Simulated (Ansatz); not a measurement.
CaPt₅:
Space group P6/mmm (No. 191); a = b = 5.3525 Å, c = 4.3859 Å, α = β = 90.00°, γ = 120.00°

| atom | site | symmetry | x | y | z |
|---|---|---|---|---|---|
| Ca | 1a | 6/mmm | 0.0000 | 0.0000 | 0.0000 |
| Pt | 2c | -6m2 | 0.3333 | 0.6667 | 0.0000 |
| Pt | 3g | mmm | 0.5000 | 0.5000 | 0.5000 |

Relaxed with r²SCAN.

Task: Which orbitals make up the states near the Fermi level in r²SCAN in the plane-wave PAW code Ansatz?

Result: Within 0.5 eV of the Fermi level: Pt 5d 83 %, Pt 6s 10 %, outside the projected shells 5 %. Projections are on Löwdin-orthogonalised atomic valence shells; empty p or d shells of many metals are not among them.

Task: Tabulate the density of states.

Result: States/eV per cell of 6 atoms, in 0.25 eV bins, energy from the Fermi level.

```csv
E (eV),total,Pt 5d,Pt 6s,Ca 4s
-7.85,1.10,0.39,0.67,0.01
-7.60,0.91,0.35,0.53,0.01
-7.35,1.19,0.70,0.47,0.00
-7.10,2.15,1.41,0.71,0.00
-6.85,4.28,2.83,1.36,0.04
-6.60,1.81,1.16,0.58,0.05
-6.35,1.32,0.92,0.33,0.05
-6.10,3.38,2.59,0.69,0.06
-5.85,6.35,4.89,1.31,0.08
-5.60,6.62,5.28,1.21,0.05
-5.35,7.16,6.69,0.40,0.01
-5.10,9.15,8.55,0.40,0.11
-4.85,12.61,11.32,0.95,0.21
-4.60,8.46,7.81,0.48,0.08
-4.35,8.62,7.73,0.57,0.18
-4.10,8.14,7.03,0.71,0.23
-3.85,6.78,6.00,0.49,0.14
-3.60,8.67,7.80,0.58,0.05
-3.35,8.86,7.74,0.80,0.05
-3.10,8.50,7.59,0.56,0.06
-2.85,5.67,4.98,0.44,0.03
-2.60,6.84,6.02,0.50,0.07
-2.35,7.85,7.07,0.48,0.06
-2.10,7.46,6.91,0.30,0.03
-1.85,6.78,6.34,0.27,0.01
-1.60,12.72,12.07,0.42,0.03
-1.35,11.56,11.00,0.33,0.03
-1.10,9.88,9.20,0.43,0.02
-0.85,7.18,6.44,0.49,0.02
-0.60,4.78,4.18,0.37,0.02
-0.35,4.55,3.80,0.47,0.03
-0.10,2.51,2.06,0.25,0.05
0.15,4.09,3.42,0.37,0.08
0.40,3.74,3.05,0.36,0.12
0.65,4.32,3.45,0.40,0.22
0.90,1.58,0.78,0.35,0.22
1.15,1.22,0.45,0.30,0.24
1.40,1.56,0.53,0.38,0.29
1.65,1.69,0.49,0.37,0.23
1.90,1.81,0.49,0.37,0.15
2.15,1.90,0.52,0.42,0.11
2.40,1.89,0.49,0.43,0.07
2.65,3.18,0.76,0.69,0.06
2.90,3.69,0.70,0.63,0.07
3.15,2.90,0.45,0.41,0.05
3.40,2.51,0.31,0.25,0.04
3.65,1.90,0.23,0.20,0.02
3.90,2.23,0.22,0.29,0.02
4.15,2.91,0.21,0.26,0.03
4.40,2.88,0.16,0.15,0.03
4.65,2.85,0.13,0.06,0.02
```

The first step of the workflow began from a Materials Project structure, measured or hypothetical; the Crystallography Open Database copy checked does not list it. Whether it is the stable phase at ambient conditions was not checked. The r²SCAN relaxation kept the symmetry of its start; whether a distortion lowers the energy is not shown. The run is not spin-polarised. Axis ratios of metals converge slowly with the k-mesh, so a and c are less sure than the volume. Spin–orbit coupling is left out wherever it is not named.

Potentials: the later of the program's two PAW sets.
